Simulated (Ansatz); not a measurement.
Ansatz run, Rb2PdPb6

input.yaml (Ansatz 0.2.0)

```yaml
crystal:
  lattice:
    - [0.0, 5.05457, 5.05457]
    - [5.05457, 0.0, 5.05457]
    - [5.05457, 5.05457, 0.0]
  atoms:
    - { symbol: Pd, position: [0.0, 0.0, 0.0] }
    - { symbol: Rb, position: [0.25, 0.25, 0.25] }
    - { symbol: Rb, position: [0.75, 0.75, 0.75] }
    - { symbol: Pb, position: [0.75, 0.25, 0.25] }
    - { symbol: Pb, position: [0.25, 0.75, 0.25] }
    - { symbol: Pb, position: [0.25, 0.75, 0.75] }
    - { symbol: Pb, position: [0.75, 0.25, 0.75] }
    - { symbol: Pb, position: [0.25, 0.25, 0.75] }
    - { symbol: Pb, position: [0.75, 0.75, 0.25] }
  symmetry: { tolerance: 0.0003 }
kpoints:
  mp_grid: { grid: [6, 6, 6], shift: [0, 0, 0] }
  band_path:
    path:
      - [0.0, 0.0, 0.0]
      - [0.5, 0.0, 0.5]
      - [0.625, 0.25, 0.625]
      - [0.375, 0.375, 0.75]
      - [0.0, 0.0, 0.0]
      - [0.5, 0.5, 0.5]
      - [0.5, 0.25, 0.75]
      - [0.5, 0.0, 0.5]
    npoints: 8
magnetization:
  spin_polarized: false
scf:
  occupations: { method: fermi_dirac }
  lower_state_search: "off"
  max_iter: 200
hamiltonian:
  pseudopotentials: { kind: paw }
  xc: r2scan
basis:
  ecutwfc: 500
  fft_grid_basis: typed
output:
  forces: true
  stress: true
  eigenvalues: true
  bader: true
  populations: true
  elf: true
  write_potential: true
  volumetric_format: npy
  dos:
    e_range: [-12, 8]
    de: 0.05
    projected: { site_lists: { Pb: [Pb], Pd: [Pd], Rb: [Rb] } }
checkpoint:
  read: saved_state
```

The saved state is an earlier solution for the same cell, perhaps on another mesh. 

Parts of the output:

```
SCF iter   1: F=-85065.8585 eV  Δρ=1.66e-3  dr2=1.95e-2  dr2_τ=7.52e-4
SCF iter   2: F=-85065.8643 eV  Δρ=1.09e-3  dr2=8.68e-3  dr2_τ=1.23e-4
SCF iter   3: F=-85065.8644 eV  Δρ=8.51e-4  dr2=4.08e-3  dr2_τ=2.65e-4
SCF iter   4: F=-85065.8668 eV  Δρ=2.53e-4  dr2=3.62e-4  dr2_τ=8.22e-6
SCF iter   5: F=-85065.8669 eV  Δρ=1.11e-4  dr2=4.75e-5  dr2_τ=1.14e-6
SCF iter   6: F=-85065.8668 eV  Δρ=2.95e-5  dr2=5.29e-6  dr2_τ=8.97e-8
SCF iter   7: F=-85065.8668 eV  Δρ=7.10e-6  dr2=3.03e-7  dr2_τ=9.05e-9
SCF iter   8: F=-85065.8668 eV  Δρ=2.54e-6  dr2=3.52e-8  dr2_τ=1.16e-9
Free energy (F): -85065.8668 eV
Harris-Foulkes:  -85065.8668 eV  (|F-HF|=7.80e-9)
Internal energy: -85065.6945 eV  (E = F + TS)
E sigma→0 (E₀):  -85065.7807 eV
Entropy (-TS):   -0.1723 eV (-19.142 meV/atom)
Fermi energy:    10.6816 eV
--- Forces (eV/Å), atoms counted from 1 ---
  atom   1  Pd     0.0000     0.0000     0.0000
  atom   2  Rb     0.0000     0.0000     0.0000
  atom   3  Rb     0.0000     0.0000     0.0000
  atom   4  Pb     2.7365     0.0000     0.0000
  atom   5  Pb     0.0000     2.7365     0.0000
  atom   6  Pb    -2.7365     0.0000     0.0000
  atom   7  Pb     0.0000    -2.7365     0.0000
  atom   8  Pb     0.0000     0.0000     2.7365
  atom   9  Pb     0.0000     0.0000    -2.7365
--- Stress (GPa, compression-positive) ---
       10.0676       0.0000       0.0000
        0.0000      10.0676       0.0000
        0.0000       0.0000      10.0676
  P = ⅓ Tr σ = 10.0676 GPa (100.676 kbar)
--- Löwdin populations: 9 sites ---
  site symbol       q [e]
     0     Pd     17.3460
     1     Rb      8.2547
     2     Rb      8.2547
     3     Pb     14.2746
     4     Pb     14.2746
     5     Pb     14.2746
     6     Pb     14.2746
     7     Pb     14.2746
     8     Pb     14.2746
  spilling = 0.0041 (of n_electrons = 120.0000)
--- Bader charges: 9 sites ---
  site symbol  charge [e]  shift [e]
     0     Pd     -0.7567     0.0047
     1     Rb      0.6161     0.0000
     2     Rb      0.6161     0.0000
     3     Pb     -0.0793     0.0008
     4     Pb     -0.0793     0.0008
     5     Pb     -0.0793     0.0008
     6     Pb     -0.0793     0.0008
     7     Pb     -0.0793     0.0008
     8     Pb     -0.0793     0.0008
```

Origin: a known structure type with other elements, at an estimated volume, so it need not be a known compound. Caveats: atoms or cell far from equilibrium.
